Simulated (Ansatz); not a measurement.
A relaxed cell of CuO is given with its symmetry left out. The cell was found from a structure generator's guess, not taken from experiment.

All numbers below come from DFT PBE, scalar-relativistic, plane waves, PAW (Ansatz). Cutoff 420 eV, Γ-centred mesh, Gaussian smearing, collinear spin.

The sheet is periodic along a and b; c holds vacuum.

```cif
data_structure
_symmetry_space_group_name_H-M 'P 1'
_symmetry_Int_Tables_number 1
_cell_length_a 3.1869
_cell_length_b 3.1902
_cell_length_c 23.9298
_cell_angle_alpha 90.000
_cell_angle_beta 90.000
_cell_angle_gamma 119.951
_cell_volume 210.80
loop_
_atom_site_label
_atom_site_type_symbol
_atom_site_fract_x
_atom_site_fract_y
_atom_site_fract_z
_atom_site_occupancy
Cu1 Cu 0.99394 0.99429 0.31342 1
O1 O 0.66081 0.32819 0.31342 1
```

Energies over the elements count from the elements' standard structures at the same level (O₂ as a molecule), with no fitted energy shifts.

Q: What layer group does it have?

A: p-6m2 (No. 78). In-plane cell: a = 3.187 Å, b = 3.190 Å, γ = 120.0°, thickness 0.00 Å between the outermost nuclei. Cu at height 0.00 Å has 3 O at 1.84 Å; O at height 0.00 Å has 3 Cu at 1.84 Å.

Q: What is its formation energy per atom?

A: −0.33 eV/atom. Whether it is stable depends on the other phases of the system, which aren't compared here.

Q: Is it a metal?

A: Yes, bands cross the Fermi level on the 20×20×1 mesh.

Q: Which magnetic moments does it keep?

A: 0.02 μB per atom net, the space between the atoms included; by site: all under 0.1 μB.

The last run used collinear spin, a 20×20×1 mesh for its 2-atom cell and Gaussian smearing of 0.10 eV. In such compounds of Cu a zero gap at this level may well be an artefact, since no Hubbard U is applied. A structure relaxed within its symmetry needn't be a true minimum.
